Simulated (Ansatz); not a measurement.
# CaPb$_{3}$, first-principles data

CaPb₃:
```cif
data_CaPb3
_chemical_formula_sum 'Ca1 Pb3'
_space_group_name_H-M_alt 'Pm-3m'
_space_group_IT_number 221
_space_group_name_Hall '-P 4 2 3'
_cell_length_a 4.91664
_cell_length_b 4.91664
_cell_length_c 4.91664
_cell_angle_alpha 90.000
_cell_angle_beta 90.000
_cell_angle_gamma 90.000
loop_
_atom_site_label
_atom_site_type_symbol
_atom_site_symmetry_multiplicity
_atom_site_Wyckoff_symbol
_atom_site_fract_x
_atom_site_fract_y
_atom_site_fract_z
_atom_site_occupancy
Ca1 Ca 1 a 0.00000 0.00000 0.00000 1
Pb1 Pb 3 c 0.00000 0.50000 0.50000 1
```

Space group Pm-3m (No. 221), Cu3Au type; conventional cell a = 4.9166 Å, b = 4.9166 Å, c = 4.9166 Å, α = 90.00°, β = 90.00°, γ = 90.00°.

Method: plane-wave PAW r²SCAN (Ansatz code). Structure relaxed to zero pressure with the same functional. Other levels are named where they apply.

Cell and energy:

```
Item                                                             Value
-----------------------------------------------------  ---------------
Volume per atom                                               29.71 Å³
Density                                                     9.24 g/cm³
Formation energy from the elements (no fitted shifts)  -38 kJ/mol-atom
```

Electronic structure:

```
Item                                                                        Result
------------------------------------  --------------------------------------------
Electronic character                                             metallic (no gap)
Density of states at the Fermi level  0.13 states/eV per atom (mean over ±0.08 eV)
Gap with spin–orbit coupling                                       none (metallic)
```

Mechanics:

```
Property                               Value
----------------------------------  --------
Bulk modulus (Birch–Murnaghan fit)  42.2 GPa
Pressure derivative B′                   4.4
```

Charges:

```
Property                     Result
-------------  --------------------
Bader charges  Ca +1.34, Pb -0.45 e
```

The workflow started from an entry of the Crystallography Open Database (COD). Its standing as an ambient phase is unchecked. The r²SCAN relaxation kept the symmetry of its start; whether a distortion lowers the energy is not shown. The references are the lowest solids computed at this level, not always the standard phases. Scalar-relativistic: spin–orbit coupling is off unless named, which matters more the heavier the elements.

Potentials: the later of the program's two PAW sets.
